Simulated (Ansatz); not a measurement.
BaGe$_{2}$ in space group I4_1/amd (No. 141; Ba on 4a, Ge on 8e) under volume change, plane-wave PAW PBEsol (Ansatz code), shape and atoms relaxed at each volume.

| V (Å³/atom) | E − E(relaxed) (meV/atom) | P (GPa) |
|---|---|---|
| 24.662 | 36.5 | 5.21 |
| 25.475 | 15.3 | 3.19 |
| 26.288 | (withheld) | (withheld) |
| 27.101 | 0.0 | 0.00 |
| 27.914 | (withheld) | (withheld) |
| 28.727 | 12.4 | -2.31 |
| 29.540 | 26.4 | -3.20 |

Task: Complete the blanks.

Result: 
- 27.914, E − E(relaxed) (meV/atom): 3.3
- 27.914, P (GPa): -1.25
- 26.288, E − E(relaxed) (meV/atom): 3.6
- 26.288, P (GPa): 1.47

Task: What does a third-order Birch–Murnaghan fit give for V₀, B₀ and B′?

Result: V₀ = 27.10 Å³/atom, B₀ = 44.9 GPa, B′ = 4.4.

The workflow started from an entry of the Crystallography Open Database (COD). Its standing as an ambient phase is unchecked. The PBEsol relaxation kept the symmetry of its start; whether a distortion lowers the energy is not shown. Spin–orbit coupling is left out wherever it is not named.

Potentials: the later of the program's two PAW sets.
